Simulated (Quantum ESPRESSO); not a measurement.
## Mo4Se6S2 (one run as intended and one with a planted mistake)

Computed values, not a measurement. The program is pw.x of Quantum ESPRESSO 7.5 (plane-wave density functional theory). The cell is made up: 12 atoms on a layered 2H lattice, with randomly drawn elements, strain and displacements, not relaxed. PseudoDojo standard norm-conserving files (v0.5 for PBE, v0.4.1 for LDA and PBEsol) set the functional; there is no spin polarisation, spin-orbit coupling or dispersion term, and the masses in the input are unused placeholders.

Intended input:

```
&control calculation='scf', pseudo_dir='./dojo.nc.sr.pbe.v0_5.standard.upf', outdir='./o', disk_io='medium', tprnfor=.true., tstress=.true. /
&system ibrav=0, nat=12, ntyp=3, nbnd=88, ecutwfc=85.99341389, nosym=.true., tot_charge=0,
 occupations='smearing', smearing='fd', degauss=0.0018374661
/
&electrons conv_thr=7.350e-09, electron_maxstep=60, /
ATOMIC_SPECIES
Mo 1.0 Mo.upf
S 1.0 S.upf
Se 1.0 Se.upf
CELL_PARAMETERS angstrom
3.1675 -0.0304 -0.0413
-0.0526 5.4664 0.0419
-0.1651 0.0966 13.0
ATOMIC_POSITIONS angstrom
Mo -0.057 1.8415 3.2845
Mo 1.4162 0.9737 9.7337
Mo 1.5129 4.6437 3.34
Mo -0.2053 3.7296 9.8388
Se -0.1415 1.8957 8.1856
Se -0.1706 1.9249 11.3882
Se 1.553 1.0086 1.717
Se 1.3766 0.9529 4.8864
Se 1.3161 4.5977 8.0836
S 1.5147 4.6176 11.5344
Se -0.1031 3.7181 1.6395
S -0.1769 3.6389 4.8409
K_POINTS automatic
7 4 2 1 1 1
```

The log is shortened where brackets say so; the opening notice, blank lines, dates and the lines on written files are dropped, and the path of the files is cut. It prints rydbergs, bohrs and kilobars, and counts compression as positive stress.

Log of the intended run:

```
     Program PWSCF v.7.5
     Parallel version (MPI & OpenMP), running on       1 processor cores
     Number of MPI processes:                 1
     Threads/MPI process:                     1
     [start-up lines left out]
     bravais-lattice index     =            0
     lattice parameter (alat)  =       5.9865  a.u.
     unit-cell volume          =    1518.5252 (a.u.)^3
     number of atoms/cell      =           12
     number of atomic types    =            3
     number of electrons       =       164.00
     number of Kohn-Sham states=           88
     kinetic-energy cutoff     =      85.9934  Ry
     charge density cutoff     =     343.9737  Ry
     scf convergence threshold =      7.3E-09
     mixing beta               =       0.7000
     number of iterations used =            8  plain     mixing
     Exchange-correlation= PBE
                           (   1   4   3   4   0   0   0)
     [axes and pseudopotential details left out]
   Cartesian axes
     site n.     atom                  positions (alat units)
         1        Mo     tau(   1) = (  -0.0179929   0.5812971   1.0368018  )
         2        Mo     tau(   2) = (   0.4470448   0.3073630   3.0725887  )
         3        Mo     tau(   3) = (   0.4775696   1.4658537   1.0543212  )
         4        Mo     tau(   4) = (  -0.0648060   1.1773043   3.1057650  )
         5        Se     tau(   5) = (  -0.0446666   0.5984062   2.5839076  )
         6        Se     tau(   6) = (  -0.0538525   0.6076236   3.5948564  )
         7        Se     tau(   7) = (   0.4902278   0.3183797   0.5419968  )
         8        Se     tau(   8) = (   0.4345445   0.3007972   1.5424656  )
         9        Se     tau(   9) = (   0.4154467   1.4513331   2.5517098  )
        10        S      tau(  10) = (   0.4781378   1.4576148   3.6410067  )
        11        Se     tau(  11) = (  -0.0325451   1.1736741   0.5175328  )
        12        S      tau(  12) = (  -0.0558411   1.1486735   1.5281028  )
     number of k points=    28  Fermi-Dirac smearing, width (Ry)=  0.0018
                       cart. coord. in units 2pi/alat
        k(    1) = (   0.0729348   0.0726725   0.0613077), wk =   0.0714286
        k(    2) = (   0.0713546   0.0735914  -0.0605621), wk =   0.0714286
     [further k points left out]
     Dense  grid:   163685 G-vectors     FFT dimensions: (  36,  64, 150)
     Estimated max dynamical RAM per process >     312.64 MB
     Initial potential from superposition of free atoms
     starting charge     163.9938, renormalised to     164.0000
     Starting wfcs are  102 randomized atomic wfcs
     total cpu time spent up to now is       40.4 secs
     per-process dynamical memory:   172.0 Mb
     Self-consistent Calculation
     iteration #  1     ecut=    85.99 Ry     beta= 0.70
     Davidson diagonalization with overlap
     ethr =  1.00E-02,  avg # of iterations =  2.0
     Threshold (ethr) on eigenvalues was too large:
     Diagonalizing with lowered threshold
     Davidson diagonalization with overlap
     ethr =  6.07E-04,  avg # of iterations =  2.0
     total cpu time spent up to now is      239.9 secs
     total energy              =   -2061.05352068 Ry
     estimated scf accuracy    <       1.03422945 Ry
     iteration #  2     ecut=    85.99 Ry     beta= 0.70
     Davidson diagonalization with overlap
     ethr =  6.31E-04,  avg # of iterations =  7.4
     total cpu time spent up to now is      379.5 secs
     total energy              =   -2060.09302715 Ry
     estimated scf accuracy    <       9.45470653 Ry
     [iterations 3 to 18 left out]
     iteration # 19     ecut=    85.99 Ry     beta= 0.70
     Davidson diagonalization with overlap
     ethr =  3.00E-11,  avg # of iterations =  2.9
     total cpu time spent up to now is     2074.3 secs
     total energy              =   -2061.55678518 Ry
     estimated scf accuracy    <       0.00000001 Ry
     iteration # 20     ecut=    85.99 Ry     beta= 0.70
     Davidson diagonalization with overlap
     ethr =  7.95E-12,  avg # of iterations =  2.8
     total cpu time spent up to now is     2168.7 secs
     End of self-consistent calculation
     [lines on levels left out]
!    total energy              =   -2061.55678518 Ry
     estimated scf accuracy    <          4.5E-09 Ry
     smearing contrib. (-TS)   =      -0.00000000 Ry
     internal energy E=F+TS    =   -2061.55678518 Ry
     The total energy is F=E-TS. E is the sum of the following terms:
     one-electron contribution =   -1134.05768565 Ry
     hartree contribution      =     628.83590309 Ry
     xc contribution           =    -386.67802012 Ry
     ewald contribution        =   -1169.65698250 Ry
     convergence has been achieved in  20 iterations
     Forces acting on atoms (cartesian axes, Ry/au):
     atom    1 type  1   force =    -0.04578101    0.10471104    0.04295318
     atom    2 type  1   force =     0.01361624   -0.06995951    0.07143764
     atom    3 type  1   force =    -0.05734488   -0.09801173   -0.02185132
     atom    4 type  1   force =     0.01829632    0.07134407    0.02348760
     atom    5 type  3   force =    -0.02655040    0.02315029   -0.08905197
     atom    6 type  3   force =     0.01340297   -0.03010413    0.08145554
     atom    7 type  3   force =    -0.03003659   -0.03581462   -0.14899436
     atom    8 type  3   force =     0.07606292   -0.00548133    0.12410875
     atom    9 type  3   force =     0.01644598    0.00134866   -0.01008805
     atom   10 type  2   force =    -0.03604539    0.00486627   -0.07805832
     atom   11 type  3   force =     0.00984926    0.01556435   -0.02156983
     atom   12 type  2   force =     0.04808458    0.01838663    0.02617113
     Total force =     0.344763     Total SCF correction =     0.000446
     Computing stress (Cartesian axis) and pressure
          total   stress  (Ry/bohr**3)                   (kbar)     P=      149.82
   0.00102183   0.00003596   0.00025574          150.32        5.29       37.62
   0.00003596   0.00106509  -0.00005017            5.29      156.68       -7.38
   0.00025574  -0.00005017   0.00096836           37.62       -7.38      142.45
     init_run     :     37.45s CPU     40.22s WALL (       1 calls)
     electrons    :   2041.22s CPU   2128.41s WALL (       1 calls)
     forces       :     17.80s CPU     18.03s WALL (       1 calls)
     stress       :     50.14s CPU     51.72s WALL (       1 calls)
     [timing details left out]
     PWSCF        :  35m46.96s CPU  37m19.18s WALL
     JOB DONE.
```

A second run has one planted mistake: the cell and the positions are scaled by a wrong factor. The input lines that differ, file-writing options aside:

```
- 3.1675 -0.0304 -0.0413
+ 3.1276 -0.03 -0.0408
- -0.0526 5.4664 0.0419
+ -0.0519 5.3975 0.0414
- -0.1651 0.0966 13.0
+ -0.163 0.0954 12.8362
- Mo -0.057 1.8415 3.2845
+ Mo -0.0563 1.8183 3.2431
- Mo 1.4162 0.9737 9.7337
+ Mo 1.3984 0.9614 9.6111
- Mo 1.5129 4.6437 3.34
+ Mo 1.4938 4.5852 3.2979
- Mo -0.2053 3.7296 9.8388
+ Mo -0.2027 3.6826 9.7148
- Se -0.1415 1.8957 8.1856
+ Se -0.1397 1.8718 8.0825
- Se -0.1706 1.9249 11.3882
+ Se -0.1685 1.9006 11.2447
- Se 1.553 1.0086 1.717
+ Se 1.5334 0.9959 1.6954
- Se 1.3766 0.9529 4.8864
+ Se 1.3593 0.9409 4.8248
- Se 1.3161 4.5977 8.0836
+ Se 1.2995 4.5398 7.9817
- S 1.5147 4.6176 11.5344
+ S 1.4956 4.5594 11.3891
- Se -0.1031 3.7181 1.6395
+ Se -0.1018 3.6713 1.6188
- S -0.1769 3.6389 4.8409
+ S -0.1747 3.593 4.7799
```

Its log:

```
     Program PWSCF v.7.5
     Parallel version (MPI & OpenMP), running on       4 processor cores
     Number of MPI processes:                 4
     Threads/MPI process:                     1
     [start-up lines left out]
     bravais-lattice index     =            0
     lattice parameter (alat)  =       5.9111  a.u.
     unit-cell volume          =    1461.8438 (a.u.)^3
     number of atoms/cell      =           12
     number of atomic types    =            3
     number of electrons       =       164.00
     number of Kohn-Sham states=           88
     kinetic-energy cutoff     =      85.9934  Ry
     charge density cutoff     =     343.9737  Ry
     scf convergence threshold =      7.3E-09
     mixing beta               =       0.7000
     number of iterations used =            8  plain     mixing
     Exchange-correlation= PBE
                           (   1   4   3   4   0   0   0)
     [axes and pseudopotential details left out]
   Cartesian axes
     site n.     atom                  positions (alat units)
         1        Mo     tau(   1) = (  -0.0179987   0.5812961   1.0367934  )
         2        Mo     tau(   2) = (   0.4470574   0.3073520   3.0725925  )
         3        Mo     tau(   3) = (   0.4775560   1.4658521   1.0543125  )
         4        Mo     tau(   4) = (  -0.0648016   1.1772980   3.1057446  )
         5        Se     tau(   5) = (  -0.0446610   0.5983996   2.5839112  )
         6        Se     tau(   6) = (  -0.0538681   0.6076068   3.5948415  )
         7        Se     tau(   7) = (   0.4902158   0.3183813   0.5420059  )
         8        Se     tau(   8) = (   0.4345574   0.3007983   1.5424503  )
         9        Se     tau(   9) = (   0.4154399   1.4513381   2.5516862  )
        10        S      tau(  10) = (   0.4781315   1.4576040   3.6410050  )
        11        Se     tau(  11) = (  -0.0325447   1.1736855   0.5175175  )
        12        S      tau(  12) = (  -0.0558502   1.1486536   1.5280962  )
     number of k points=    28  Fermi-Dirac smearing, width (Ry)=  0.0018
                       cart. coord. in units 2pi/alat
        k(    1) = (   0.0729348   0.0726722   0.0613077), wk =   0.0714286
        k(    2) = (   0.0713538   0.0735918  -0.0605625), wk =   0.0714286
     [further k points left out]
     Dense  grid:   157593 G-vectors     FFT dimensions: (  36,  64, 144)
     Estimated max dynamical RAM per process >     486.19 MB
     Estimated total dynamical RAM >       1.79 GB
     Initial potential from superposition of free atoms
     starting charge     163.9938, renormalised to     164.0000
     Starting wfcs are  102 randomized atomic wfcs
     total cpu time spent up to now is        9.6 secs
     per-process dynamical memory:   353.7 Mb
     Self-consistent Calculation
     iteration #  1     ecut=    85.99 Ry     beta= 0.70
     Davidson diagonalization with overlap
     ethr =  1.00E-02,  avg # of iterations =  2.0
     Threshold (ethr) on eigenvalues was too large:
     Diagonalizing with lowered threshold
     Davidson diagonalization with overlap
     ethr =  5.18E-04,  avg # of iterations =  2.1
     total cpu time spent up to now is       47.8 secs
     total energy              =   -2061.07954083 Ry
     estimated scf accuracy    <       0.89828820 Ry
     iteration #  2     ecut=    85.99 Ry     beta= 0.70
     Davidson diagonalization with overlap
     ethr =  5.48E-04,  avg # of iterations =  6.6
     total cpu time spent up to now is       74.1 secs
     total energy              =   -2060.51217434 Ry
     estimated scf accuracy    <       5.60749922 Ry
     [iterations 3 to 16 left out]
     iteration # 17     ecut=    85.99 Ry     beta= 0.70
     Davidson diagonalization with overlap
     ethr =  9.24E-12,  avg # of iterations =  3.0
     total cpu time spent up to now is      374.9 secs
     total energy              =   -2061.48499867 Ry
     estimated scf accuracy    <       0.00000002 Ry
     iteration # 18     ecut=    85.99 Ry     beta= 0.70
     Davidson diagonalization with overlap
     ethr =  9.24E-12,  avg # of iterations =  2.2
     total cpu time spent up to now is      391.6 secs
     End of self-consistent calculation
     [lines on levels left out]
!    total energy              =   -2061.48499867 Ry
     estimated scf accuracy    <          5.3E-09 Ry
     smearing contrib. (-TS)   =      -0.00000000 Ry
     internal energy E=F+TS    =   -2061.48499867 Ry
     The total energy is F=E-TS. E is the sum of the following terms:
     one-electron contribution =   -1111.48729622 Ry
     hartree contribution      =     621.67808636 Ry
     xc contribution           =    -387.09378233 Ry
     ewald contribution        =   -1184.58200648 Ry
     convergence has been achieved in  18 iterations
     Forces acting on atoms (cartesian axes, Ry/au):
     atom    1 type  1   force =    -0.04906549    0.11507884    0.04712897
     atom    2 type  1   force =     0.01403602   -0.07919443    0.07897688
     atom    3 type  1   force =    -0.06164883   -0.10803629   -0.02355914
     atom    4 type  1   force =     0.01950947    0.08087167    0.02586440
     atom    5 type  3   force =    -0.02891083    0.02602234   -0.12248299
     atom    6 type  3   force =     0.01547673   -0.03393270    0.11441156
     atom    7 type  3   force =    -0.03356140   -0.03845119   -0.18871450
     atom    8 type  3   force =     0.08268974   -0.00487619    0.16110491
     atom    9 type  3   force =     0.01802111    0.00092772   -0.03616894
     atom   10 type  2   force =    -0.03911944    0.00606266   -0.06164963
     atom   11 type  3   force =     0.01005944    0.01702817   -0.04730183
     atom   12 type  2   force =     0.05251347    0.01849940    0.05239030
     Total force =     0.414367     Total SCF correction =     0.000657
     Computing stress (Cartesian axis) and pressure
          total   stress  (Ry/bohr**3)                   (kbar)     P=      224.91
   0.00151024   0.00002775   0.00028802          222.16        4.08       42.37
   0.00002775   0.00155871  -0.00005792            4.08      229.29       -8.52
   0.00028802  -0.00005792   0.00151774           42.37       -8.52      223.27
     init_run     :      8.36s CPU      8.65s WALL (       1 calls)
     electrons    :    374.98s CPU    381.99s WALL (       1 calls)
     forces       :      3.23s CPU      3.27s WALL (       1 calls)
     stress       :     11.01s CPU     11.23s WALL (       1 calls)
     [timing details left out]
     PWSCF        :   6m38.60s CPU   6m46.29s WALL
     JOB DONE.
```

|  | intended run | run with the mistake |
| --- | --- | --- |
| free energy (eV) | -28048.909 | -28047.932 |
| smearing term -TS (eV) | 0.0000 | 0.0000 |
| pressure (GPa) | 14.98 | 22.49 |
| largest force component (eV/Å) | 3.831 | 4.852 |
| largest change of a force component (eV/Å) |  | 1.021 |
| iterations | 20 | 18 |

For scale, a rerun of the intended cell at a cutoff of 1467 eV and k mesh 9 x 6 x 4 moved values by no more than 0.002 eV in energy, 0.02 GPa in stress and 0.005 eV/Å in force.